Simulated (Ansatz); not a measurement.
Ti6O in space group P-31m (No. 162; Ti on 6k, O on 1a), PBEsol in the plane-wave PAW code Ansatz, all energies at zero smearing, with the estimated change up to a 700 eV cutoff added, with one set of potentials and settings (totals compare only within such a set). Cell of 7 atoms (6 Ti, 1 O): -15407.700 eV.

```csv
element,reference phase,E (eV/atom)
Ti,"P6/mmm, 3 atoms in the cell",-2473.9117
O,"C2/m, 4 atoms in the cell, spin-polarised",-558.3554
```

Formation energy per atom, worked out: (-15407.700 − 6×(-2473.9117) − 1×(-558.3554))/7 = -0.839 eV/atom (-81 kJ per mol of atoms), at 0 K, without zero-point energy or fitted corrections.

The workflow started from a Materials Project entry (that database holds measured and hypothetical structures alike); the Crystallography Open Database files this formula in space group No. 162, but the cells were not matched. Its standing as an ambient phase is unchecked. The PBEsol relaxation kept the symmetry of its start; its stability against distortions is not shown here. The run is not spin-polarised. The references are the lowest solids computed at this level, not always the standard phases (solids in place of the gases).

Potentials: the later of the program's two PAW sets.
